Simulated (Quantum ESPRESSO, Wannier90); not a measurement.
**Rb$_{2}$Te (anti-fluorite), plane waves to Wannier functions**

Structure: Materials Project mp-441, symmetrised, not relaxed again. Not found in the COD (Crystallography Open Database) copy used; not checked further. Method: PBEsol plane waves in Quantum ESPRESSO 7.5 (PseudoDojo norm-conserving files, 64 Ry, spinors with spin-orbit coupling), Bloch states on a 6×6×6 mesh through Γ, Wannier90 4.0.1. Density: 6×6×6 mesh, cold smearing 0.01 Ry.

```
begin unit_cell_cart
ang
    0.0000000000    4.2811050000    4.2811050000
    4.2811050000    0.0000000000    4.2811050000
    4.2811050000    4.2811050000    0.0000000000
end unit_cell_cart
mp_grid = 6 6 6
```

Neighbour vectors b of the finite-difference formula (Å⁻¹), by shell:

```tsv
shell	b_x	b_y	b_z
1	0.12230	0.12230	-0.12230
1	0.12230	-0.12230	0.12230
1	-0.12230	0.12230	0.12230
1	0.12230	0.12230	0.12230
1	-0.12230	-0.12230	0.12230
1	-0.12230	0.12230	-0.12230
1	0.12230	-0.12230	-0.12230
1	-0.12230	-0.12230	-0.12230
```

Problem. Find the weights w_b from the completeness condition Σ_b w_b b_α b_β = δ_αβ.

Solution. Shell 1: Σ b_x² = 0.120, Σ b_y² = 0.120, Σ b_z² = 0.120 Å⁻²
Each of the three diagonal sums, weighted, has to give 1 and the off-diagonal ones 0, which holds for w_1 = 8.36 Å². Check on xx: 8.36×0.120 = 1.00.

On this mesh the 2 functions of bands 29-30 (bands 29-30; start: SCDM (isolated), conv_tol = 1.0e-6) end with spreads 6.9686, 6.9686 Å², Ω_I = 13.4094 Å² and Ω_D = 0.1909 Å².

Ω_total is the sum of the spreads, 13.937 Å². Ω_OD = Ω_total − Ω_I − Ω_D = 0.337 Å². Only (Ω_D + Ω_OD)/Ω_total = 3.8 % depends on the gauge, and another start could lower the total by that share at most. The rms radius is √(Ω_total/2) = 2.64 Å.
